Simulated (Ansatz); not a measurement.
Given:

Sn (diamond)

```
CELL_PARAMETERS angstrom
      0.00000     3.32768     3.32768
      3.32768     0.00000     3.32768
      3.32768     3.32768     0.00000
ATOMIC_POSITIONS crystal
  Sn 0.25000 0.25000 0.25000
  Sn 0.00000 0.00000 0.00000
```

In each cell atom 1 (Sn, nearest neighbour Sn at 2.882 Å; its periodic images, 4.7 Å or more away, move with it) moves by s·(0.577, 0.577, 0.577) (along Cartesian [111]), the rest being held.

All values below come from PBE (plane waves to 420 eV, PAW, scalar-relativistic; Ansatz, a quantum-chemistry and plane-wave program). k mesh 10×10×10 (Γ-centred), Fermi-Dirac smearing 0.05 eV. The energy includes the smearing's −TS. Left out: 1 of 11 points, with atoms too close for the PAW data. With partly filled bands, energies and forces of such displacements shift with the k mesh and the smearing. Sn was relaxed with its symmetry unable to fall. The relaxed volume of Sn is well above the measured one; the method has no dispersion term. ΔE is measured from the undisplaced structure.

The scan covers s from -0.688 to 0.860 Å in 10 points.

**Question.** Is the energy the same for displacements of ±0.688 Å, and if not, which side lies higher?

**Answer.** Not even: the negative side lies higher at ±0.688 Å. With its periodic images moving along, the atom's site symmetry in this cell is -43m.

**Question.** What is the energy change at s = 0.860 Å?

**Answer.** 943 meV/cell.

**Question.** What force acts on the atom along the line at s = -0.688 Å?

**Answer.** 12.1 eV/Å.

**Question.** What is the force constant k = d²E/ds² of this move at s = 0?

**Answer.** 6.62 eV/Å².

**Question.** With two atoms in the cell this is the zone-centre optical mode. What wavenumber follows?

**Answer.** 174 cm⁻¹.

(For displaced atoms, the force is minus the slope of the energy, and its curvature is a force constant, which sets phonon frequencies.)
